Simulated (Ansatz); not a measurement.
**Question.** Each is relaxed and computed with r²SCAN in the plane-wave PAW code Ansatz. Which is the only one with a gap?
A) Ti2AlGe3, Amm2 (Pearson symbol oS12)
B) TiNF, I4_1md (Ti on 4a, N on 4a, F on 4a)
C) Ti2Sb, I4/mmm (Ti on 4e, Ti on 4c, Sb on 4e)
D) Ti2C, R-3m (Ti on 6c, C on 3b)

**Answer.** B, TiNF, I4_1md (Ti on 4a, N on 4a, F on 4a). TiNF: gap 2.01 eV (indirect); Ti2AlGe3: metal; Ti2Sb: metal; Ti2C: metal. Standing as an ambient phase not checked: TiNF, I4_1md (Ti on 4a, N on 4a, F on 4a); Ti2AlGe3, Amm2 (Pearson symbol oS12); Ti2Sb, I4/mmm (Ti on 4e, Ti on 4c, Sb on 4e); Ti2C, R-3m (Ti on 6c, C on 3b). Perhaps ordered models of mixed-site phases: Ti2AlGe3, Amm2 (Pearson symbol oS12). All cells were relaxed under the symmetry of their starts (and spin orders); stability against distortions was not tested throughout. Rows with no word on spin ran without spin polarisation. Spin–orbit coupling is left out wherever it is not named.

Potentials: the later of the program's two PAW sets.
